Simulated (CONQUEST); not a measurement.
Set-up for a self-consistent single point of W (Im-3m, 2 atoms in the cell; from Materials Project mp-91, changed as shown).

```
W
1.0
    3.10691     0.00000     0.00000
    0.00000     3.10691     0.00000
    0.00000     0.00000     3.10691
W
2
Direct
  0.00000   0.00000   0.00000
  0.50000   0.50000   0.50000
```

Computed with CONQUEST 1.3 with LDA (PW92), numerical atomic orbitals double-zeta with polarisation (the shipped basis), PseudoDojo norm-conserving potentials made for LDA.

CONQUEST settings:

| setting | value |
|---|---|
| basis | DZP |
| Diag.MPMeshX, Y, Z | 14 14 14 |
| potentials | PseudoDojo norm-conserving LDA |
| Grid.GridCutoff | 175 Ha |
| DM.SolutionMethod | diagon |
| Diag.kT | 0.003675 Ha |
| Diag.GammaCentred | true |
| minE.SCTolerance | 1.0e-06 |
| SC.MaxIters | 100 |
| SC.LinearMixingFactor | 0.3 |
| SC.KerkerPreCondition | true |
| SC.KerkerFactor | 0.3 1/bohr |
| AtomMove.TypeOfRun | static |

Results:

- Number of valence electrons: 28
- Number of bands: 38
- Number of k-points after the program's reduction: 1646
- Size of the basis: 38
- Number of SCF iterations: 8
- FFT grid: 36 × 36 × 36
- Free energy E − TS: -4131.4066 eV
- Fermi level (on the code's own zero): -7.19 eV
- Pressure: 13.45 GPa

Stress (GPa, positive for compression):
```
13.45   0.00   0.00
 0.00  13.45   0.00
 0.00   0.00  13.45
```

For comparison: a first run was changed to give this one (lattice scaled by 0.98), and from it to this one the free energy goes up by 14.0 meV/atom and the pressure goes from -7.80 to 13.45 GPa.

The program uses no crystal symmetry, so grid and mesh can part values that symmetry would make equal. The atom-centred basis is finite, which shifts total energies and pressures against plane waves. The structure comes from a collection of computed structures, made at another level of theory; the collection holds predicted forms beside known ones.

Cost on one core: about 5 core-minutes (a rough figure).
